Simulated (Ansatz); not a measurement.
CsH:
```
CsH
1.0
    3.81405     0.00000     0.00000
    0.00000     3.81405     0.00000
    0.00000     0.00000     3.81405
Cs H
1 1
Direct
  0.00000   0.00000   0.00000
  0.50000   0.50000   0.50000
```

Relaxed with r²SCAN. Special points in fractions of this cell's reciprocal vectors: Γ (0.000, 0.000, 0.000); X (0.000, 0.500, 0.000); M (0.500, 0.500, 0.000); R (0.500, 0.500, 0.500).

**Question.** List the band energies nearest the valence-band maximum at these points for DFT-r²SCAN in the program Ansatz with PAW potentials.

**Answer.** In eV from the valence-band maximum; about four levels below and three above (degenerate sets whole), none deeper than 8.9 eV; points with the same levels are listed once.

```json
[
 {"k": "Γ", "below": "-8.13 -8.13 -8.13 -1.87", "above": "3.84 3.84 8.04"},
 {"k": "X", "below": "-7.98 -7.98 -0.23", "above": "3.25 4.63 6.64 6.64"},
 {"k": "M", "below": "-7.84 -1.20", "above": "5.04 6.89 7.34 7.34"},
 {"k": "R", "below": "0.00", "above": "3.18 3.18 3.18"}
]
```

Space group Pm-3m (CsCl type). The workflow started from a Materials Project entry (that database holds measured and hypothetical structures alike); the Crystallography Open Database copy checked does not list it. COD files the formula under space group No. 225. Its standing as an ambient phase is unchecked. The cell was relaxed with r²SCAN under the symmetry of its start; whether a distortion lowers the energy is not shown. Scalar-relativistic: spin–orbit coupling is off unless named, which matters more the heavier the elements.

Potentials: the later of the program's two PAW sets.
